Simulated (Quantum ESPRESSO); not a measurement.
# Strain and stress in MgIn6SiP8

These are calculations, not measurements. They come from pw.x of Quantum ESPRESSO 7.5, a plane-wave density functional program, with PseudoDojo standard norm-conserving files (v0.5 for PBE, v0.4.1 for LDA and PBEsol). The cells are made up: elements, strain and atom displacements were drawn at random, and nothing was relaxed. There is no spin polarisation, spin-orbit coupling or dispersion term.

The cell has 16 sites of a zincblende or diamond lattice (two cubes along c). Sites 1 to 8 hold Mg In In In In In Si In; sites 9 to 16 hold P P P P P P P P. Cell vectors in Å: (5.907, -0.003, 0.058); (-0.004, 5.708, -0.030); (0.116, -0.060, 11.404). Settings: PBE, cutoff 1143 eV, 4 x 4 x 2 k mesh shifted by half a step, Fermi-Dirac smearing of 0.025 eV.

Each run adds a shear xy (given as the tensor component) to one cell, with the atoms carried along; the vectors above are those of run 5. Stress is positive in tension and P is minus a third of its trace. E is the free energy for each atom above the lowest run shown.

| run | strain (%) | s_xx (GPa) | s_yy (GPa) | s_zz (GPa) | s_xy (GPa) | P (GPa) | E (meV/atom) |
| --- | --- | --- | --- | --- | --- | --- | --- |
| 1 | -2.37 | -5.17 | -5.62 | -6.05 | -4.43 | 5.61 | 20.17 |
| 2 | -1.90 | -5.01 | -5.49 | -5.94 | -3.73 | 5.48 | 14.23 |
| 3 | -1.50 | -4.89 | -5.40 | -5.87 | -3.14 | 5.39 | 10.00 |
| 4 | -0.42 | -4.65 | -5.22 | -5.72 | -1.54 | 5.19 | 2.27 |
| 5 | 0.36 | -4.54 | -5.15 | -5.66 | -0.39 | 5.12 | 0.00 |
| 7 | 1.71 | -4.50 | -5.15 | -5.67 | 1.59 | 5.11 | 2.64 |
| 6 | 0.64 | ? | ? | ? | ? | ? | ? |

A rerun of one of these cells at 1437 eV and k mesh 6 x 6 x 4 moved values by no more than 0.016 eV in the cell's energy, 0.02 GPa in stress and 0.005 eV/Å in force.

## Worked fit

A parabola through the six runs shown gives s_xy = -0.92 + 1.47 e - 0.003 e² GPa, with e in per cent and a scatter of 0.01 GPa. The slope is a stiffness of 147 ± 1 GPa for each unit of this strain at e = 0, twice a shear constant under the stress shown, since the tensor component is half the shear angle. The atoms are clamped, and relaxing them would in general lower it. The error is the larger of the fit's own and the change that a cubic makes, rounded up.

## Withheld run

Question: what s_xy should run 6 give?

The fit gives 0.02 GPa. The calculation gave 0.02 GPa.

```
run,strain (%),s_xx (GPa),s_yy (GPa),s_zz (GPa),s_xy (GPa),P (GPa),E (meV/atom)
6,0.64,-4.52,-5.14,-5.66,0.02,5.10,-0.12
```